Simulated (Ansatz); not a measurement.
Al₂Ga₃P₅: relaxed-ion elastic tensor

These are results of DFT PBE, scalar-relativistic, plane waves, PAW (Ansatz), not measurements. Settings: 420 eV plane-wave cutoff, Γ-centred 10×10×10 mesh, fixed occupations. No spin polarisation.

Relaxed structure:
```
Al Ga P
1.0
    -1.94745    1.94745   13.76205
     1.94745   -1.94745   13.76205
     1.94745    1.94745  -13.76205
Al Ga P
2 3 5
Direct
  0.70000 0.70000 0.00000
  0.30000 0.30000 0.00000
  0.90002 0.90002 0.00000
  0.50000 0.50000 0.00000
  0.09998 0.09998 0.00000
  0.54998 0.04998 0.50000
  0.15020 0.65020 0.50000
  0.75000 0.25000 0.50000
  0.34980 0.84980 0.50000
  0.95002 0.45002 0.50000
```

It was reached by relaxing an invented guess, and it needn't be the stable form of this composition.

Question: Give the relaxed-ion elastic constants (GPa, Voigt order xx yy zz yz xz xy, on the Cartesian axes of the cell above).

Answer:
```
153.7  27.7  56.0   0.0   0.0   0.0
 27.7 153.7  56.0   0.0   0.0   0.0
 56.0  56.0 125.2   0.0   0.0   0.0
  0.0   0.0   0.0  62.6   0.0   0.0
  0.0   0.0   0.0   0.0  62.6   0.0
  0.0   0.0   0.0   0.0   0.0  34.6
```

Question: Is the crystal stable against homogeneous strain?

Answer: Yes: the least eigenvalue of the tensor is 34.6 GPa.

Question: And the moduli of a polycrystal (Hill averages)?

Answer: B = 79 GPa, G = 49 GPa, E = 123 GPa, ν = 0.24.
